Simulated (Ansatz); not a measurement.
**PtS2: computed properties**

Theory: DFT PBE, scalar-relativistic, plane waves, PAW (Ansatz).

Cutoff 420 eV; k points 12×12×4 on the computed 3-atom cell (Γ-centred); Gaussian smearing, width 0.02 eV; no spin polarisation.

The structure is relaxed at this level of theory with its symmetry kept, and needn't be the ground state of this composition.

Space group P-3m1 (No. 164), trigonal, a = 3.577 Å, c = 6.497 Å. Pt is surrounded by 6 S at 2.40 Å; S is surrounded by 3 Pt at 2.40 Å.

```json
{
  "Volume per atom": "23.99 Å³",
  "Formation energy from the elements' standard states (uncorrected)": "-0.374 eV/atom",
  "Kohn–Sham band gap": "1.49 eV",
  "Orbital (Löwdin) character of the top 1 eV of the valence band": "S 3p 72 %, Pt 5d 25 %",
  "Orbital (Löwdin) character of the lowest 1 eV of the conduction band": "S 3p 60 %, Pt 5d 32 %",
  "Electronic dielectric constant xx, yy, zz (independent particles)": "13.7, 13.7, 7.4",
  "Bader charge by site (e)": "Pt (1 in the cell) 0.47, S (2 in the cell) -0.24"
}
```

Spin-orbit coupling is left out, which matters for the bands of heavy elements. The cell holds layers, chains or molecules and no dispersion correction was added, so their binding is poorly described.

It was relaxed from a cell as deposited in COD. Kohn–Sham gaps at this level usually fall short of measured ones. Löwdin shares on free-atom orbitals overweight diffuse shells in the empty bands.
